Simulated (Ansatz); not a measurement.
# Relaxing a structure of Co

The start is a generated cell, Co placed in the beta-W structure type. A full variable-cell relaxation at zero pressure is run with PBEsol (plane waves to 420 eV, PAW, scalar-relativistic; Ansatz, a first-principles code). The first steps use a coarse 7×7×7 k-mesh.

Initial structure:
```
CELL_PARAMETERS angstrom
      4.49181     0.00000     0.00000
      0.00000     4.49181     0.00000
      0.00000     0.00000     4.49181
ATOMIC_POSITIONS crystal
  Co 0.25000 0.00000 0.50000
  Co 0.75000 0.00000 0.50000
  Co 0.00000 0.50000 0.25000
  Co 0.00000 0.50000 0.75000
  Co 0.50000 0.25000 0.00000
  Co 0.50000 0.75000 0.00000
  Co 0.00000 0.00000 0.00000
  Co 0.50000 0.50000 0.50000
```
Spin-polarised start, with parallel moments on Co.

Problem. What pressure does the first self-consistent step give?

Solution. -13.0 GPa (negative: the cell is under tension).

Problem. By how much does the energy per atom fall from start to end?

Solution. 0.03 eV/atom.

Problem. How does the volume change?

Solution. -6.2 %, from 11.33 to 10.62 Å³/atom.

Problem. What band gap does the relaxed structure have at this level?

Solution. Zero (metallic).

The space group stays Pm-3n (No. 223) (the run could not lower it), with 8 atoms in the primitive magnetic cell. Final values are on a 11×11×11 k-mesh of the relaxed cell. Spin state reached: ferromagnetic (net 1.66 μB/atom), from parallel starting moments; other spin orders were not run from this start.

The run could not lose the symmetry of its start; a randomly shaken copy of 8 atoms returns to this structure.

All atoms sit on sites fixed by symmetry, so only the cell could relax.

The relaxed structure here is a generated cell of Co: the first start was made by placing the elements on the sites of a structure type, and the end was not matched to a known phase here, so it may be hypothetical. Known forms of Co include space group No. 194.
